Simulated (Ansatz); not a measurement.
Given:

Ga:
```xyz
2
Lattice="0.0000 2.9390 2.9390 2.9390 0.0000 2.9390 2.9390 2.9390 0.0000" Properties=species:S:1:pos:R:3 pbc="T T T"
Ga     0.0000     0.0000     0.0000
Ga     1.4695     1.4695     1.4695
```

This is the PBE-relaxed structure.

Q: All from the program Ansatz at the PBE level (PAW), unless another level is named. Predict the density of states at the Fermi level.

A: 0.67 states/eV per atom (mean over ±0.08 eV).

Q: Give the gap with spin–orbit coupling.

A: none (metallic).

Space group Fd-3m (diamond). The start of the workflow was typed in or built on a structure type; neither database checked (COD, Materials Project) lists it. It is not the phase usual at ambient conditions (space group No. 64). The PBE relaxation kept the symmetry of its start; its stability against distortions is not shown here. The volume moved by -17 % from the start of the relaxation. Scalar-relativistic: spin–orbit coupling is off unless named, which matters more the heavier the elements.

Potentials: the later of the program's two PAW sets.
